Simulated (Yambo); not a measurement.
G0W0@LDA for MoF₆ (space group Im-3m, No. 229) in Yambo. Reference settings: 2×2×2 Γ-centred k mesh, bands 2 to 187 and a 7 Ry block in the screening, 187 bands in G with the Bruneval-Gonze terminator, plasmon pole fitted at 27.2 eV. The LDA gap Γ → N on this mesh is 4.29 eV; G0W0 gaps are taken between the same points.

The settings were changed. The gap went from 8.66 eV to 8.14 eV, and the shift of the valence edge from -1.92 eV to -1.08 eV.

### Question
What was changed between the two runs?
A. wavefunctions cut at 10 Ry
B. 51 bands in W, 51 bands in G, 4 Ry block
C. 51 bands in W, 51 bands in G, 3 Ry block
D. 51 bands in W, 51 bands in G, 2 Ry block

### Answer
A, wavefunctions cut at 10 Ry. The others gave (gap, valence shift): 51 bands in W, 51 bands in G, 2 Ry block: 9.85, -2.74 eV; 51 bands in W, 51 bands in G, 3 Ry block: 9.51, -2.37 eV; 51 bands in W, 51 bands in G, 4 Ry block: 9.29, -2.10 eV.

Spin-orbit coupling is not included.

Geometry of the Materials Project entry, not relaxed at this level; primitive cell a = 5.486 Å, b = 5.486 Å, c = 5.486 Å, α = 109.47°, β = 109.47°, γ = 109.47°.

The structure is a Materials Project entry; no match was found in the copy of COD used, and its stability was not checked.

A shift is the quasiparticle energy of the state minus its LDA energy.
